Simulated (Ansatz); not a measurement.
Au:
```yaml
crystal:
  lattice:
    - [0.00000, 3.08209, 3.08209]
    - [3.08209, 0.00000, 3.08209]
    - [3.08209, 3.08209, 0.00000]
  atoms:
    - { symbol: Au, position: [0.00000, 0.00000, 0.00000] }
    - { symbol: Au, position: [0.25000, 0.25000, 0.25000] }
```

Relaxed with DFT-PBE in the program Ansatz with PAW potentials. Indices refer to the conventional cell of Fd-3m, a = b = c = 6.164 Å, α = β = γ = 90.00°.

Question: Simulate the powder diffraction pattern (Co Kα, λ = 1.79026 Å; lines above 1 %) up to 2θ = 90°.

Answer: Simulated powder pattern, Co Kα, λ = 1.79026 Å (kinematic, ideal powder, no thermal factors, no anomalous dispersion; the 30 strongest lines at most, above 1 %, up to 2θ = 90°):

```json
[
 {"2θ (°)": "29.13", "d (Å)": "3.559", "I/Imax (%)": "100", "hkl": "(111)"},
 {"2θ (°)": "48.50", "d (Å)": "2.179", "I/Imax (%)": "79", "hkl": "(220)"},
 {"2θ (°)": "57.58", "d (Å)": "1.859", "I/Imax (%)": "48", "hkl": "(311)"},
 {"2θ (°)": "71.02", "d (Å)": "1.541", "I/Imax (%)": "13", "hkl": "(400)"},
 {"2θ (°)": "78.54", "d (Å)": "1.414", "I/Imax (%)": "21", "hkl": "(331)"}
]
```

The start of the workflow was typed in or built on a structure type; neither database checked (COD, Materials Project) lists it. It is not the phase usual at ambient conditions (space group No. 225). The PBE relaxation kept the symmetry of its start; its stability against distortions is not shown here. Spin–orbit coupling is left out wherever it is not named.

Potentials: the earlier of the program's two PAW sets.
